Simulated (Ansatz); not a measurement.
Ga₂O₃:
```xyz
5
Lattice="1.4895 0.8600 6.9034 -1.4895 0.8600 6.9034 0.0000 -1.7200 6.9034" Properties=species:S:1:pos:R:3 pbc="T T T"
Ga     0.0000     0.0000     8.2967
Ga     0.0000     0.0000    12.4136
O      0.0000     0.0000     0.0000
O      0.0000     0.0000     4.7883
O      0.0000     0.0000    15.9220
```

This is the r²SCAN+D4-relaxed structure. Tensor components refer to the Cartesian frame of this cell.

Q: All from r²SCAN+D4 in the plane-wave PAW code Ansatz, unless another level is named. Give the hole effective mass with spin–orbit coupling.

A: 0.35 along z (mₑ).

Q: And the electron effective mass?

A: 0.28, 0.28, 0.37 mₑ (principal values).

Q: Predict the formation energy from the elements (no fitted shifts).

A: -1.91 eV/atom.

Q: Give the gap with spin–orbit coupling.

A: 3.22 eV.

Space group R-3m. A made-up cell: these elements were put on the sites of a structure type; neither database checked (COD, Materials Project) lists it. It is not the phase usual at ambient conditions (space group No. 12, 167). The r²SCAN+D4 relaxation kept the symmetry of its start; its stability against distortions is not shown here. The references are the lowest solids computed at this level, not always the standard phases (solids in place of the gases). Spin–orbit coupling is left out wherever it is not named.

Potentials: the later of the program's two PAW sets.
